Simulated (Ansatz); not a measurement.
Relaxed-ion elastic tensor of Cs (simple cubic, Pm-3m) in GPa (Voigt order), the program Ansatz at the r²SCAN level (PAW); density 1.73 g/cm³, 127.28 Å³ per atom.

```
 5.0  -0.3  -0.3   0.0   0.0   0.0
-0.3   5.0  -0.3   0.0   0.0   0.0
-0.3  -0.3   5.0   0.0   0.0   0.0
 0.0   0.0   0.0  -0.7   0.0   0.0
 0.0   0.0   0.0   0.0  -0.7   0.0
 0.0   0.0   0.0   0.0   0.0  -0.7
```

Task: Is the crystal mechanically stable?

Result: No: the smallest eigenvalue of C is -0.7 GPa.

A made-up cell: these elements were put on the sites of a structure type; neither database checked (COD, Materials Project) lists it. It is not the phase usual at ambient conditions (space group No. 229). Symmetry was held in the r²SCAN relaxation. At this level the phase is mechanically unstable. As this level gives no gap, shear constants depend on the k-mesh and smearing (Fermi–Dirac, 0.1 eV here). Scalar-relativistic: spin–orbit coupling is off unless named, which matters more the heavier the elements.

Potentials: the later of the program's two PAW sets.
